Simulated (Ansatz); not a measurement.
MoSe2:
```cif
data_Mo2Se4
_chemical_formula_sum 'Mo2 Se4'
_space_group_name_H-M_alt 'P 1'
_space_group_IT_number 1
_cell_length_a 3.27706
_cell_length_b 3.27706
_cell_length_c 12.73290
_cell_angle_alpha 90.000
_cell_angle_beta 90.000
_cell_angle_gamma 120.000
loop_
_space_group_symop_operation_xyz
  'x, y, z'
loop_
_atom_site_label
_atom_site_type_symbol
_atom_site_fract_x
_atom_site_fract_y
_atom_site_fract_z
_atom_site_occupancy
Mo1 Mo 0.66667 0.33333 0.25000 1
Mo2 Mo 0.33333 0.66667 0.75000 1
Se1 Se 0.33333 0.66667 0.38147 1
Se2 Se 0.66667 0.33333 0.61853 1
Se3 Se 0.66667 0.33333 0.88147 1
Se4 Se 0.33333 0.66667 0.11853 1
```

Relaxed with PBE+D3(BJ).

Problem. Give the optical modes at the zone centre with their infrared and Raman activity from DFPT, PBE+D3(BJ) in the plane-wave PAW code Ansatz.

Solution. Transverse frequencies, without the LO–TO term; a row sums one degenerate level.

| ω (cm⁻¹) | degeneracy | IR ((D/Å)²/amu) | Raman (Å⁴/amu) | activity | symmetry |
|---|---|---|---|---|---|
| 30 | 2 | 0.00 | 9.0 | Raman | E2g |
| 51 | 1 | 0.00 | 0 | silent | B1g |
| 165 | 2 | 0.00 | 0 | silent | E2u |
| 167 | 2 | 0.00 | 10 | Raman | E1g |
| 238 | 1 | 0.00 | 0 | silent | B2u |
| 244 | 1 | 0.00 | 2700 | Raman | A1g |
| 282 | 2 | 0.00 | 290 | Raman | E2g |
| 282 | 2 | 4.98 | 0 | IR | E1u |
| 346 | 1 | 0.92 | 0 | IR | A2u |
| 350 | 1 | 0.00 | 0 | silent | B1g |

Problem. How high does the top mode go among those that the LO–TO term moves?

Solution. 287 cm⁻¹ for q along x, 287 cm⁻¹ for q along y, 349 cm⁻¹ for q along z.

Space group P6_3/mmc. Symmetry was held in the PBE+D3(BJ) relaxation; phonons on a q-mesh show no instability. The run is not spin-polarised.

Potentials: the later of the program's two PAW sets.
